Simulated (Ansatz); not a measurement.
input.yaml

```yaml
crystal:
  lattice:
    - [-1.69675, 2.18435, 5.99255]
    - [1.69675, -2.18435, 5.99255]
    - [1.69675, 2.18435, -5.99255]
  atoms:
    - { symbol: Sc, position: [0.5, 0.0, 0.5] }
    - { symbol: Sc, position: [0.811958, 0.811958, 0.0] }
    - { symbol: Sc, position: [0.188042, 0.188042, 0.0] }
    - { symbol: Co, position: [0.0, 0.5, 0.5], spin: 3.0 }
    - { symbol: C, position: [0.4584, 0.6248, 0.8336] }
    - { symbol: C, position: [0.7912, 0.6248, 0.1664] }
    - { symbol: C, position: [0.5416, 0.3752, 0.1664] }
    - { symbol: C, position: [0.2088, 0.3752, 0.8336] }
basis:
  ecutwfc: 500
kpoints:
  mp_grid: { grid: [6, 6, 6] }
hamiltonian:
  xc: r2scan
scf:
  occupations: { method: gaussian, width: 0.1 }
  lower_state_search: "off"
output:
  forces: true
  stress: true
  eigenvalues: true
  populations: true
magnetization:
  spin_polarized: true
```

Launched with
```bash
ansatz run input.yaml --threads 2 --pin off --max-ram 5120MiB --backend cpu --events-out ev --progress --plain --runs-dir out
```

Computed with DFT r2SCAN, scalar-relativistic, plane waves, PAW (Ansatz).

Abridged output (iterations and final results):

```
SCF iter   1: F=-12537.642196 eV  HF=-12565.146894 eV  |F-HF|=2.75e1  |Δ(HF+E_count)|=         —  Δρ=9.98e-2 (↑9.48e-2 ↓9.98e-2) dr2=3.27e1  dr2_τ=3.80e-1  dr2_m=3.40e-2  M=2.549 μB ∫|m|=3.227 μB  β_m=0.30  ethr=3.10e-3  ⟨swp⟩=5.1  Hψ=13619  notcnv=0
spin=Collinear: Kerker preconditioning applied to the charge; magnetization (m = ρ↑ − ρ↓) channel mixes plain (no charge-response kernel on spin).
SCF iter   2: F=-12540.838315 eV  HF=-12565.458459 eV  |F-HF|=2.46e1  |Δ(HF+E_count)|=   3.12e-1  Δρ=1.84e-1 (↑2.87e-2 ↓1.84e-1) dr2=2.77e1  dr2_τ=1.41e-1  dr2_m=6.20e0  M=0.909 μB ∫|m|=1.384 μB  β_m=0.30  ethr=3.10e-3  ⟨swp⟩=3.5  Hψ=9978  notcnv=0  defer=367  κ⁻¹=1.0e0(r=1)
SCF iter   3: F=-12563.205416 eV  HF=-12563.435776 eV  |F-HF|=2.30e-1  |Δ(HF+E_count)|=    2.02e0  Δρ=4.27e-2 (↑4.27e-2 ↓3.58e-2) dr2=1.52e0  dr2_τ=7.90e-2  dr2_m=9.58e-1  M=1.703 μB ∫|m|=2.470 μB  β_m=0.30  ethr=3.10e-3  ⟨swp⟩=2.8  Hψ=8814  notcnv=0  defer=378  κ⁻¹=2.4e-3(r=2)
SCF iter   4: F=-12563.783671 eV  HF=-12563.568773 eV  |F-HF|=2.15e-1  |Δ(HF+E_count)|=   1.33e-1  Δρ=5.50e-2 (↑3.73e-2 ↓5.50e-2) dr2=4.75e-1  dr2_τ=6.06e-2  dr2_m=1.68e0  M=1.519 μB ∫|m|=2.302 μB  β_m=0.30  ethr=2.31e-3  ⟨swp⟩=2.2  Hψ=6941  notcnv=0  defer=384  κ⁻¹=3.8e-4(r=3)
SCF iter   5: F=-12563.748969 eV  HF=-12563.816311 eV  |F-HF|=6.73e-2  |Δ(HF+E_count)|=   2.48e-1  Δρ=5.15e-2 (↑3.11e-2 ↓5.15e-2) dr2=5.33e-1  dr2_τ=4.65e-2  dr2_m=1.36e0  M=1.378 μB ∫|m|=2.139 μB  β_m=0.75  ethr=7.20e-4  ⟨swp⟩=2.0  Hψ=4615  notcnv=0  defer=383
Mixer restart at iter 5: flushing history
spin-set hold released at iteration 5 (the charge has settled, or the pull on large starting moments outlasts its swing): the magnetisation degrees of freedom join the quasi-Newton model from the next iteration; the mixer history was flushed
SCF iter   6: F=-12564.094010 eV  HF=-12563.926973 eV  |F-HF|=1.67e-1  |Δ(HF+E_count)|=   1.11e-1  Δρ=1.80e-2 (↑1.80e-2 ↓1.42e-2) dr2=8.60e-2  dr2_τ=8.31e-3  dr2_m=1.88e-1  M=1.307 μB ∫|m|=2.088 μB  β_m=1.20  ethr=7.20e-4  ⟨swp⟩=2.0  Hψ=6455  notcnv=0  defer=381  κ⁻¹=1.0e0(r=1)
SCF iter   7: F=-12563.869846 eV  HF=-12564.009967 eV  |F-HF|=1.40e-1  |Δ(HF+E_count)|=   8.30e-2  Δρ=1.78e-2 (↑3.65e-3 ↓1.78e-2) dr2=4.25e-1  dr2_τ=9.06e-4  dr2_m=5.72e-2  M=1.182 μB ∫|m|=1.891 μB  β_m=1.20  ethr=1.30e-4  ⟨swp⟩=2.1  Hψ=6951  notcnv=0  defer=366  κ⁻¹=3.1e-1(r=2)
SCF iter   8: F=-12564.106455 eV  HF=-12564.060263 eV  |F-HF|=4.62e-2  |Δ(HF+E_count)|=   5.03e-2  Δρ=9.71e-3 (↑4.19e-3 ↓9.71e-3) dr2=1.39e-1  dr2_τ=3.80e-4  dr2_m=2.60e-2  M=1.172 μB ∫|m|=1.846 μB  β_m=1.20  ethr=1.30e-4  ⟨swp⟩=2.0  Hψ=5163  notcnv=0  defer=354  κ⁻¹=1.3e-3(r=3)
SCF iter   9: F=-12564.236656 eV  HF=-12564.247805 eV  |F-HF|=1.11e-2  |Δ(HF+E_count)|=   1.88e-1  Δρ=6.10e-3 (↑6.10e-3 ↓3.13e-3) dr2=4.29e-2  dr2_τ=3.89e-4  dr2_m=2.68e-3  M=0.976 μB ∫|m|=1.385 μB  β_m=1.20  ethr=1.30e-4  ⟨swp⟩=2.3  Hψ=7929  notcnv=0  defer=354  κ⁻¹=2.2e-4(r=4)
SCF iter  10: F=-12564.257991 eV  HF=-12564.255275 eV  |F-HF|=2.72e-3  |Δ(HF+E_count)|=   7.47e-3  Δρ=2.90e-3 (↑2.90e-3 ↓2.52e-3) dr2=1.48e-2  dr2_τ=1.21e-4  dr2_m=1.13e-4  M=0.929 μB ∫|m|=1.288 μB  β_m=1.20  ethr=6.50e-5  ⟨swp⟩=1.8  Hψ=5148  notcnv=0  defer=354  κ⁻¹=2.2e-4(r=5)
   ...
SCF iter  38: F=-12564.316243 eV  HF=-12564.316682 eV  |F-HF|=4.39e-4  |Δ(HF+E_count)|=   7.49e-3  Δρ=9.08e-4 (↑9.08e-4 ↓2.88e-4) dr2=5.97e-4  dr2_τ=9.55e-6  dr2_m=2.17e-4  M=0.334 μB ∫|m|=0.422 μB  ethr=1.52e-6  ⟨swp⟩=5.2  Hψ=23817  notcnv=0
SCF iter  39: F=-12564.316928 eV  HF=-12564.317124 eV  |F-HF|=1.96e-4  |Δ(HF+E_count)|=   4.42e-4  Δρ=3.77e-4 (↑1.43e-4 ↓3.77e-4) dr2=2.15e-4  dr2_τ=1.24e-6  dr2_m=1.43e-5  M=0.243 μB ∫|m|=0.297 μB  ethr=9.05e-7  ⟨swp⟩=4.3  Hψ=18608  notcnv=0
SCF iter  40: F=-12564.317115 eV  HF=-12564.317120 eV  |F-HF|=4.67e-6  |Δ(HF+E_count)|=   3.93e-6  Δρ=1.16e-4 (↑1.09e-4 ↓1.16e-4) dr2=7.59e-6  dr2_τ=1.06e-7  dr2_m=9.98e-6  M=0.239 μB ∫|m|=0.291 μB  ethr=3.25e-7  ⟨swp⟩=3.0  Hψ=12019  notcnv=0
SCF iter  41: F=-12564.317145 eV  HF=-12564.317146 eV  |F-HF|=1.07e-6  |Δ(HF+E_count)|=   2.61e-5  Δρ=7.20e-5 (↑4.23e-5 ↓7.20e-5) dr2=1.95e-6  dr2_τ=2.50e-8  dr2_m=2.57e-6  M=0.215 μB ∫|m|=0.262 μB  ethr=1.15e-8  ⟨swp⟩=3.2  Hψ=14424  notcnv=0
SCF iter  42: F=-12564.317156 eV  HF=-12564.317157 eV  |F-HF|=1.84e-6  |Δ(HF+E_count)|=   1.14e-5  Δρ=3.20e-5 (↑1.58e-5 ↓3.20e-5) dr2=2.22e-6  dr2_τ=1.82e-8  dr2_m=1.14e-7  M=0.192 μB ∫|m|=0.232 μB  ethr=2.95e-9  ⟨swp⟩=3.2  Hψ=14355  notcnv=0
SCF iter  43: F=-12564.317157 eV  HF=-12564.317157 eV  |F-HF|=2.61e-7  |Δ(HF+E_count)|=   1.73e-9  Δρ=1.49e-5 (↑8.95e-6 ↓1.49e-5) dr2=3.13e-7  dr2_τ=1.95e-9  dr2_m=9.66e-8  M=0.192 μB ∫|m|=0.232 μB  ethr=2.95e-9  ⟨swp⟩=1.1  Hψ=9725  notcnv=0
SCF iter  44: F=-12564.317158 eV  HF=-12564.317158 eV  |F-HF|=7.32e-9  |Δ(HF+E_count)|=   3.74e-7  Δρ=1.07e-5 (↑1.07e-5 ↓5.68e-6) dr2=2.52e-8  dr2_τ=7.22e-10  dr2_m=5.24e-8  M=0.188 μB ∫|m|=0.228 μB  ethr=1.52e-10  ⟨swp⟩=4.1  Hψ=16518  notcnv=0
SCF iter  45: F=-12564.317158 eV  HF=-12564.317158 eV  |F-HF|=1.56e-8  |Δ(HF+E_count)|=   2.77e-7  Δρ=2.59e-6 (↑2.59e-6 ↓2.32e-6) dr2=2.37e-8  dr2_τ=4.18e-10  dr2_m=1.05e-9  M=0.184 μB ∫|m|=0.222 μB  ethr=3.82e-11  ⟨swp⟩=3.0  Hψ=14699  notcnv=0
SCF iter  46: F=-12564.317158 eV  HF=-12564.317158 eV  |F-HF|=1.83e-9  |Δ(HF+E_count)|=   1.25e-8  Δρ=7.99e-7 (↑7.99e-7 ↓6.74e-7) dr2=2.36e-9  dr2_τ=1.96e-11  dr2_m=9.23e-11  M=0.183 μB ∫|m|=0.221 μB  ethr=3.59e-11  ⟨swp⟩=2.1  Hψ=12532  notcnv=0
SCF iter  47: F=-12564.317158 eV  HF=-12564.317158 eV  |F-HF|=1.83e-9  |Δ(HF+E_count)|=  3.64e-12  Δρ=7.97e-7 (↑7.97e-7 ↓6.73e-7) dr2=2.34e-9  dr2_τ=1.95e-11  dr2_m=9.19e-11  M=0.183 μB ∫|m|=0.221 μB  ethr=3.57e-12  ⟨swp⟩=1.4  Hψ=12186  notcnv=0
SCF 1 converged in 47 iterations: F = -12564.317158 eV  dr2 = 2.34e-9
SCF converged after 47 iterations
Stability not told: the lowest value that the SCF's own minimisation read on its close, 6.1e-2 (residual 1.5e-5), is positive but too near zero to vouch for directions that it does not look along: no lower mode is shown, and none is ruled out
Magnetization: 0.1831 μB (33.0915 up, 32.9085 down)
Absolute magnetization: 0.2228 μB (∫|ρ↑−ρ↓|, with the PAW one-centre terms)
Spin contamination: 0.0027 ħ² per cell (⟨S²⟩ above its minimum at these occupations)
Per-site moments (μB) at R_I (Å): [(0.00913579, 0.98003774), (0.00528180, 0.97265972), (0.00528180, 0.97265972), (0.11742748, 0.86144869), (0.00365097, 0.59973513), (0.00365097, 0.59973513), (0.00365097, 0.599735136), (0.00365097, 0.599735136)]
Free energy (F): -12564.317158 eV
Harris-Foulkes:  -12564.317158 eV  (|F-HF|=1.83e-9)
Internal energy: -12564.298381 eV  (E = F + TS)
E sigma→0 (E₀):  -12564.307769 eV
Entropy (-TS):   -0.018777 eV (-2.347 meV/atom)
Fermi energy:    13.510612 eV
--- Per-component energies (eV) ---
  E_band       = -662.540578
  E_kinetic    = 1603.530003
  E_local      = -6267.267024  (includes V_loc(G=0)·N_el)
  E_nonlocal   = 800.242525
  E_hartree    = 2481.470367
  E_xc         = -654.825432
  E_vxc        = -925.764105  (∫ρ·V_xc dr)
  E_paw        = -4815.242561  (= ΣΔE_a)
  E_vpaw       = -892.705488  (= ΣTr[D̂ρ^β])
  E_aug_tail   = 0.000060  (compensation charges beyond the density's cutoff)
  E_vtau       = 56.479737  (kinetic-family band-sum trace: ∫τ·v_τ [+ j·A + Jᵃ·Aᵃ] dr)
  E_ewald      = -5711.096543
  E_core_change = -1.109777  (= ΣΔE_core)
  E_smearing   = -0.018777  (= −TS)
--- Forces (eV/Å), atoms counted from 1 ---
  atom   1  Sc     0.00000000     0.00000000     0.00000000
  atom   2  Sc     0.00000000     0.00000000     0.01558660
  atom   3  Sc     0.00000000     0.00000000    -0.01558660
  atom   4  Co     0.00000000     0.00000000     0.00000000
  atom   5  C      0.00000000     0.05507755    -0.15421774
  atom   6  C      0.00000000    -0.05507755    -0.15421774
  atom   7  C      0.00000000    -0.05507755     0.15421774
  atom   8  C      0.00000000     0.05507755     0.15421774
--- Stress (GPa, compression-positive) ---
        0.899474       0.000000       0.000000
        0.000000      -3.586317       0.000000
        0.000000       0.000000      -2.390240
  P = ⅓ Tr σ = -1.6924 GPa (-16.924 kbar)
--- Band table (eV; the first three rows and the last of 92) ---
  k-point 0 ↑: bands = ["-85.0588", "-46.9892", "-46.9355", "-46.7372", "-37.4849", "-37.4090", "-37.3428", "-15.3370", "-15.3258", "-15.1725", "-15.1694", "-15.1156", "-15.0740", "-15.0049", "-14.9933", "-14.8869", "-2.2945", "-1.1287", "5.6683", "5.8929", "6.6539", "6.7752", "8.0090", "9.2540", "9.9417", "10.1430", "10.4914", "10.9123", "11.5450", "11.9970", "12.2515", "13.6164", "14.1067", "14.2348", "14.2976", "14.4676", "14.8495", "15.4244", "16.5521", "17.0624", "17.1481", "17.8036", "18.0668"]
  k-point 1 ↑: bands = ["-85.0587", "-46.9892", "-46.9354", "-46.7384", "-37.4713", "-37.4142", "-37.3394", "-15.3909", "-15.2533", "-15.2480", "-15.1585", "-15.1311", "-15.0639", "-15.0552", "-15.0007", "-14.9035", "-1.9915", "-1.1375", "4.8985", "5.3542", "7.0952", "8.0108", "8.4401", "8.9464", "9.1647", "9.8743", "10.8317", "11.1636", "11.5480", "11.8775", "12.0104", "12.8685", "13.6212", "13.7428", "14.8411", "15.0998", "15.3331", "15.9282", "16.9387", "17.0363", "17.5857", "17.8239", "17.9549"]
  k-point 2 ↑: bands = ["-85.0587", "-46.9891", "-46.9352", "-46.7409", "-37.4438", "-37.4245", "-37.3334", "-15.3881", "-15.3431", "-15.2775", "-15.2318", "-15.1675", "-15.0521", "-15.0508", "-15.0339", "-14.8934", "-1.4285", "-1.2413", "4.1864", "5.2161", "7.9073", "8.1310", "8.6827", "8.7964", "9.4372", "9.6143", "10.7705", "10.8858", "11.2871", "11.7097", "12.4761", "12.4786", "13.0970", "13.4994", "14.8789", "15.0840", "16.2507", "16.3820", "16.9705", "17.0199", "17.3746", "17.6119", "17.9703"]
  k-point 45 ↓: bands = ["-84.8706", "-46.8297", "-46.7457", "-46.5312", "-37.4722", "-37.4100", "-37.3280", "-15.3536", "-15.2675", "-15.1742", "-15.1155", "-15.0935", "-15.0315", "-15.0236", "-15.0206", "-14.9188", "-1.9759", "-1.4568", "5.5625", "6.0547", "6.1895", "7.6459", "7.7376", "9.0808", "9.6957", "10.4897", "10.5886", "11.1454", "12.2577", "12.2941", "12.4254", "12.6202", "13.2182", "13.6395", "14.7217", "15.9489", "16.0252", "16.2000", "16.2727", "16.3326", "16.5778", "17.3485", "17.4485"]
--- Löwdin populations: 8 sites ---
  site symbol q [e]    m [muB]
     0     Sc     10.2547     0.0149
     1     Sc     10.1944     0.0069
     2     Sc     10.1944     0.0069
     3     Co     16.3719     0.1162
     4      C      4.6608     0.0100
     5      C      4.6608     0.0100
     6      C      4.6608     0.0100
     7      C      4.6608     0.0100
  spilling = 0.005171 (of n_electrons = 66.000000)
```

The calculation finished and met its thresholds.

Time: 5.9 min on 2 threads of Intel(R) Xeon(R) Processor @ 2.70GHz, with other jobs on the host, peak memory 1.4 GiB.

The state reached may not be the lowest one. The k mesh is coarse.